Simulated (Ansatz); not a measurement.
## SrCl2: energy along a strain

SrCl2, Fm-3m, a = 6.971 Å (as given, not relaxed at this level: 0.4 GPa). The structure is a COD entry; whether it is the stable form wasn't checked. Ansatz: r2SCAN, PAW, 500 eV, Γ-centred 6×6×6 mesh on 3 atoms, Gaussian smearing 0.05 eV; no spin polarisation. Cell vectors (Å): 0.000 3.486 3.486; 3.486 0.000 3.486; 3.486 3.486 0.000. The cell is strained by x per cent times the pattern (0 0 0 0 1 0) in the order xx yy zz yz xz xy (engineering shears), with fractional coordinates held. y is the free energy over the start, V0 = 28.230 Å³/atom. Symmetry makes y even in x. Points with a strain past 8.5 % were computed too (4) and aren't used here.

```tsv
x (%)	y (meV/atom)
-7.50	8.23
0.00	0.00
1.87	0.50
3.75	2.04
5.62	?
```

Problem. Fit y = c2 x² + c4 x⁴ to the other rows, get the stiffness along the pattern, and predict the missing energy.

Solution. Least squares on the rows shown. y = 0.1445 x² + 3.249×10⁻⁵ x⁴. The clamped-ion stiffness p·C·p = 2 × 1.445 eV × 160.2 / 28.230 Å³ = 16.4 GPa, which is C55 in these axes (C44 of the cubic crystal) (second derivative at the start, which stands under stress). At x = 5.62 the fit asked for gives 4.60 meV/atom. The run gave 4.59 meV/atom, so the fit is 0.01 meV/atom too high, a small miss on the scale of the series.